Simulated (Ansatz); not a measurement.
## Energy landscape of HfN

20 relaxations of HfN ended in 11 distinct structures. These are r2SCAN (plane waves to 500 eV, PAW, scalar-relativistic; Ansatz, a first-principles code) values and carry that method's errors.

```tsv
#	space group	Pearson	type	E − E(lowest) (eV/atom)	V (Å³/atom)	gap (eV, no SOC)	coordination	runs ending here	spin order
1	Fm-3m	cF8	rock salt type	0.00	11.59	0.00	Hf 6 (octahedral), N 6 (octahedral)	9	non-magnetic
2	F-43m	cF8	zinc blende type	0.24	14.63	0.00	Hf 4 (tetrahedral), N 4 (tetrahedral)	1	non-magnetic
3	P4₂/m	tP8	–	0.34	14.92	0.00	–	1	non-magnetic
4	P6₃/mmc	hP4	NiAs type	0.35	12.06	0.00	Hf 6 (octahedral), N 6 (trigonal prismatic)	2	non-magnetic
5	I4/mmm	tI8	–	0.42	18.76	0.33	–	1	non-magnetic
6	P4₂/mnm	tP8	AFLOW prototype AB_tP8_136_g_f (as in BeO)	0.46	15.18	0.00	–	1	non-magnetic
7	Cmcm	oS8	–	0.50	18.24	0.00	–	1	non-magnetic
8	I4₁/amd	tI8	AFLOW prototype AB_tI8_141_a_b ("40", as in NbP)	0.64	14.48	0.00	–	1	non-magnetic
9	P4₂/mmc	tP4	–	0.74	14.45	0.00	–	1	non-magnetic
10	P6/mmm	hP2	–	2.47	19.84	0.00	–	1	ferromagnetic
11	P4/mmm	tP4	–	3.29	24.31	0.00	–	1	ferromagnetic
```

Coordination numbers (neighbours up to the widest gap in distance over summed covalent radii, below 1.35; n+m marks a second, longer set; metal–metal contacts left out). Fm-3m, cF8, rock salt type, non-magnetic is the lowest among the structures calculated here.

Space group Fm-3m (No. 225); a = b = c = 4.526 Å, α = β = γ = 90.00°

| atom | site | symmetry | x | y | z |
|---|---|---|---|---|---|
| Hf | 4b | m-3m | 0.5000 | 0.5000 | 0.5000 |
| N | 4a | m-3m | 0.0000 | 0.0000 | 0.0000 |
(The calculation used a cell of 2 atoms; values per cell refer to that cell.)

Probably no minimum, since a slightly shaken restart fell lower: P4₂/mnm, tP8, AFLOW prototype AB_tP8_136_g_f (as in BeO), non-magnetic (by 0.12 eV/atom, to P4₂/m); Cmcm, oS8, non-magnetic (by 0.08 eV/atom, to I4/mmm). 1 run with a doubtful electronic state, a coarser numerical grid, an end not at rest or a source that can't be used is left out. 1 generated cell of layers, chains or molecules, poorly bound without dispersion, is left out. Each run could gain symmetry but not lose that of its start, so entries can be saddle points. From databases, or of a type measured for this composition: Fm-3m, cF8, rock salt type, non-magnetic; the others are generated cells (placed on structure types, drawn at random, substituted or restacked) that were not matched to a known phase here. Each structure is listed in the lowest spin state found for it. Energies are at zero temperature and pressure, without zero-point motion. Spin states reached: non-magnetic, ferromagnetic; non-magnetic ones ran without spin or lost their moments; spin orders were not searched systematically.
